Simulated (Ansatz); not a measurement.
In the program Ansatz at the PBEsol level (PAW), GaSiGeN in the trigonal phase (R3m; Ga on 3a, N on 3a, Ge on 3a, Si on 3a) relaxes to a = 3.549 Å, c = 18.240 Å. N has 4 nearest neighbours from 1.97 Å (tetrahedral); Si has 4 nearest neighbours from 2.35 Å (tetrahedral). Its formation energy from the elements is 0.38 eV/atom, with no fitted shifts.

Electronic character: metallic (no gap).

The bulk modulus is 82.2 GPa.

The start of the workflow was typed in or built on a structure type; neither database checked (COD, Materials Project) lists it. Whether it is the stable phase at ambient conditions was not checked. Symmetry was held in the PBEsol relaxation; its stability against distortions is not shown here. Its formation energy is positive at this level, so the cell may be metastable or incomplete. The references are the lowest solids computed at this level, not always the standard phases (solids in place of the gases). Spin–orbit coupling is left out wherever it is not named.

Potentials: the earlier of the program's two PAW sets. The files were generated under PBE; for other functionals the program regenerates the frozen cores, and for LDA and PBEsol the local potential too.
